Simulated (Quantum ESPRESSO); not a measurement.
## Mo4O2S6 (input and log of a self-consistent run)

Simulated, not a measurement. The program is pw.x of Quantum ESPRESSO 7.5 (plane-wave density functional theory). The cell is made up: 12 atoms on a layered 2H lattice, with randomly drawn elements, strain and displacements, not relaxed. PseudoDojo standard norm-conserving files (v0.5 for PBE, v0.4.1 for LDA and PBEsol) set the functional; there is no spin polarisation, spin-orbit coupling or dispersion term, and the masses in the input are unused placeholders.

Input:

```
&control calculation='scf', pseudo_dir='./dojo.nc.sr.pbe.v0_5.standard.upf', outdir='./o', disk_io='medium', tprnfor=.true., tstress=.true. /
&system ibrav=0, nat=12, ntyp=3, nbnd=58, ecutwfc=84.00895049, nosym=.true., tot_charge=0,
 occupations='smearing', smearing='fd', degauss=0.0018374661
/
&electrons conv_thr=7.350e-09, electron_maxstep=60, /
ATOMIC_SPECIES
Mo 1.0 Mo.upf
O 1.0 O.upf
S 1.0 S.upf
CELL_PARAMETERS angstrom
3.1862 -0.0097 -0.0159
-0.0168 5.438 -0.0071
-0.0629 -0.0163 12.8555
ATOMIC_POSITIONS angstrom
Mo -0.0458 1.8121 3.2074
Mo 1.5301 0.8819 9.5886
Mo 1.6066 4.5068 3.17
Mo -0.0892 3.6149 9.6126
O -0.0106 1.7883 8.0508
S -0.0783 1.8186 11.2709
S 1.5545 0.8991 1.5692
S 1.5264 0.9159 4.7812
S 1.5795 4.4819 8.0426
S 1.4983 4.56 11.2879
O -0.0704 3.6478 1.5597
S 0.0039 3.6475 4.7615
K_POINTS automatic
7 4 2 1 1 1
```

The log is shortened where brackets say so; the opening notice, blank lines, dates and the lines on written files are dropped, and the path of the files is cut. It prints rydbergs, bohrs and kilobars, and counts compression as positive stress. With no partly filled state, the Fermi energy that it prints is only some level between the filled and the empty states on the mesh, and need not lie in the true gap.

```
     Program PWSCF v.7.5
     Parallel version (MPI & OpenMP), running on       1 processor cores
     Number of MPI processes:                 1
     Threads/MPI process:                     1
     [start-up lines left out]
     bravais-lattice index     =            0
     lattice parameter (alat)  =       6.0211  a.u.
     unit-cell volume          =    1503.0810 (a.u.)^3
     number of atoms/cell      =           12
     number of atomic types    =            3
     number of electrons       =       104.00
     number of Kohn-Sham states=           58
     kinetic-energy cutoff     =      84.0090  Ry
     charge density cutoff     =     336.0358  Ry
     scf convergence threshold =      7.3E-09
     mixing beta               =       0.7000
     number of iterations used =            8  plain     mixing
     Exchange-correlation= PBE
                           (   1   4   3   4   0   0   0)
     [axes and pseudopotential details left out]
   Cartesian axes
     site n.     atom                  positions (alat units)
         1        Mo     tau(   1) = (  -0.0143742   0.5687242   1.0066365  )
         2        Mo     tau(   2) = (   0.4802190   0.2767827   3.0093642  )
         3        Mo     tau(   3) = (   0.5042284   1.4144508   0.9948986  )
         4        Mo     tau(   4) = (  -0.0279953   1.1345296   3.0168965  )
         5        O      tau(   5) = (  -0.0033268   0.5612546   2.5267285  )
         6        S      tau(   6) = (  -0.0245743   0.5707642   3.5373509  )
         7        S      tau(   7) = (   0.4878769   0.2821809   0.4924905  )
         8        S      tau(   8) = (   0.4790578   0.2874535   1.5005707  )
         9        S      tau(   9) = (   0.4957231   1.4066359   2.5241550  )
        10        S      tau(  10) = (   0.4702387   1.4311475   3.5426863  )
        11        O      tau(  11) = (  -0.0220949   1.1448552   0.4895089  )
        12        S      tau(  12) = (   0.0012240   1.1447611   1.4943879  )
     number of k points=    28  Fermi-Dirac smearing, width (Ry)=  0.0018
                       cart. coord. in units 2pi/alat
        k(    1) = (   0.0719651   0.0735443   0.0624082), wk =   0.0714286
        k(    2) = (   0.0713462   0.0733806  -0.0615207), wk =   0.0714286
     [further k points left out]
     Dense  grid:   156369 G-vectors     FFT dimensions: (  36,  60, 144)
     Estimated max dynamical RAM per process >     249.05 MB
     Initial potential from superposition of free atoms
     starting charge     103.9941, renormalised to     104.0000
     Starting wfcs are   72 randomized atomic wfcs
     total cpu time spent up to now is       22.9 secs
     per-process dynamical memory:   150.3 Mb
     Self-consistent Calculation
     iteration #  1     ecut=    84.01 Ry     beta= 0.70
     Davidson diagonalization with overlap
     ethr =  1.00E-02,  avg # of iterations =  2.0
     total cpu time spent up to now is       78.2 secs
     total energy              =    -758.04057933 Ry
     estimated scf accuracy    <       4.27241176 Ry
     iteration #  2     ecut=    84.01 Ry     beta= 0.70
     Davidson diagonalization with overlap
     ethr =  4.11E-03,  avg # of iterations =  7.1
     total cpu time spent up to now is      173.9 secs
     total energy              =    -753.48623820 Ry
     estimated scf accuracy    <      76.56664886 Ry
     iteration #  3     ecut=    84.01 Ry     beta= 0.70
     Davidson diagonalization with overlap
     ethr =  4.11E-03,  avg # of iterations =  6.5
     total cpu time spent up to now is      260.7 secs
     total energy              =    -760.50383788 Ry
     estimated scf accuracy    <       1.26738676 Ry
     iteration #  4     ecut=    84.01 Ry     beta= 0.70
     Davidson diagonalization with overlap
     ethr =  1.22E-03,  avg # of iterations =  5.9
     total cpu time spent up to now is      338.0 secs
     total energy              =    -760.73921253 Ry
     estimated scf accuracy    <       1.14817662 Ry
     iteration #  5     ecut=    84.01 Ry     beta= 0.70
     Davidson diagonalization with overlap
     ethr =  1.10E-03,  avg # of iterations =  2.1
     total cpu time spent up to now is      405.9 secs
     total energy              =    -760.78410078 Ry
     estimated scf accuracy    <       0.24580104 Ry
     [iterations 6 to 16 left out]
     iteration # 17     ecut=    84.01 Ry     beta= 0.70
     Davidson diagonalization with overlap
     ethr =  7.54E-10,  avg # of iterations =  5.1
     total cpu time spent up to now is     1262.3 secs
     total energy              =    -760.80553980 Ry
     estimated scf accuracy    <       0.00000094 Ry
     iteration # 18     ecut=    84.01 Ry     beta= 0.70
     Davidson diagonalization with overlap
     ethr =  7.54E-10,  avg # of iterations =  2.0
     total cpu time spent up to now is     1330.1 secs
     total energy              =    -760.80553982 Ry
     estimated scf accuracy    <       0.00000028 Ry
     iteration # 19     ecut=    84.01 Ry     beta= 0.70
     Davidson diagonalization with overlap
     ethr =  2.69E-10,  avg # of iterations =  2.0
     total cpu time spent up to now is     1397.9 secs
     total energy              =    -760.80553984 Ry
     estimated scf accuracy    <       0.00000005 Ry
     iteration # 20     ecut=    84.01 Ry     beta= 0.70
     Davidson diagonalization with overlap
     ethr =  5.03E-11,  avg # of iterations =  5.5
     total cpu time spent up to now is     1493.3 secs
     total energy              =    -760.80553985 Ry
     estimated scf accuracy    <       0.00000005 Ry
     iteration # 21     ecut=    84.01 Ry     beta= 0.70
     Davidson diagonalization with overlap
     ethr =  4.83E-11,  avg # of iterations =  2.3
     total cpu time spent up to now is     1566.4 secs
     End of self-consistent calculation
          k = 0.0720 0.0735 0.0624 ( 19568 PWs)   bands (ev):
   -52.8229 -52.7654 -52.6757 -52.6111 -27.0044 -26.9314 -26.8720 -26.8096
   -26.7710 -26.7430 -26.6913 -26.6773 -26.6532 -26.6305 -26.5826 -26.5570
    -8.0843  -8.0189  -5.2535  -5.0633  -4.1053  -3.9887  -3.8127  -3.5538
     2.8885   3.0333   3.2125   3.4463   4.1330   4.2072   4.5823   4.8742
     5.3450   5.4866   5.7615   5.9455   5.9723   6.0990   6.2669   6.4608
     6.5672   6.6291   6.7973   6.9272   6.9951   7.0930   7.2469   7.4373
     7.8269   7.8997   8.1516   8.4934   9.9645  10.0545  10.1388  10.3520
    10.5730  10.6981
     [levels at the other k points left out]
     the Fermi energy is     9.0639 ev
!    total energy              =    -760.80553985 Ry
     estimated scf accuracy    <          4.3E-09 Ry
     smearing contrib. (-TS)   =      -0.00000000 Ry
     internal energy E=F+TS    =    -760.80553985 Ry
     The total energy is F=E-TS. E is the sum of the following terms:
     one-electron contribution =    -409.85527148 Ry
     hartree contribution      =     244.28648094 Ry
     xc contribution           =    -135.81313694 Ry
     ewald contribution        =    -459.42361237 Ry
     convergence has been achieved in  21 iterations
     Forces acting on atoms (cartesian axes, Ry/au):
     atom    1 type  1   force =     0.00208983    0.04463542   -0.08232885
     atom    2 type  1   force =    -0.00213351    0.06334384   -0.04367261
     atom    3 type  1   force =    -0.02228217   -0.02589460   -0.11212933
     atom    4 type  1   force =     0.03263114   -0.05104990    0.00557366
     atom    5 type  2   force =    -0.00710010   -0.00175634    0.17401222
     atom    6 type  3   force =     0.00316866   -0.01439113   -0.07221553
     atom    7 type  3   force =    -0.00177992    0.00053569    0.04791646
     atom    8 type  3   force =     0.01457288   -0.01792571   -0.01932192
     atom    9 type  3   force =    -0.02969199    0.00810960    0.00613085
     atom   10 type  3   force =     0.00316326   -0.00459754   -0.07091209
     atom   11 type  2   force =     0.00451165   -0.00414466    0.18696840
     atom   12 type  3   force =     0.00285027    0.00313532   -0.02002125
     Total force =     0.335517     Total SCF correction =     0.000274
     Computing stress (Cartesian axis) and pressure
          total   stress  (Ry/bohr**3)                   (kbar)     P=     -119.05
  -0.00068694   0.00003940   0.00012089         -101.05        5.80       17.78
   0.00003940  -0.00056811  -0.00007152            5.80      -83.57      -10.52
   0.00012089  -0.00007152  -0.00117274           17.78      -10.52     -172.52
     init_run     :     19.26s CPU     22.81s WALL (       1 calls)
     electrons    :   1496.16s CPU   1543.50s WALL (       1 calls)
     forces       :     16.11s CPU     16.26s WALL (       1 calls)
     stress       :     55.40s CPU     57.19s WALL (       1 calls)
     [timing details left out]
     PWSCF        :  26m27.19s CPU  27m20.32s WALL
     JOB DONE.
```

In other units: free energy -10351.287 eV for the cell, pressure -11.90 GPa, largest force component 4.807 eV/Å. A rerun of this cell at 1437 eV and a 9 x 6 x 4 mesh moved values by no more than 0.003 eV in energy, 0.02 GPa in stress and 0.002 eV/Å in force.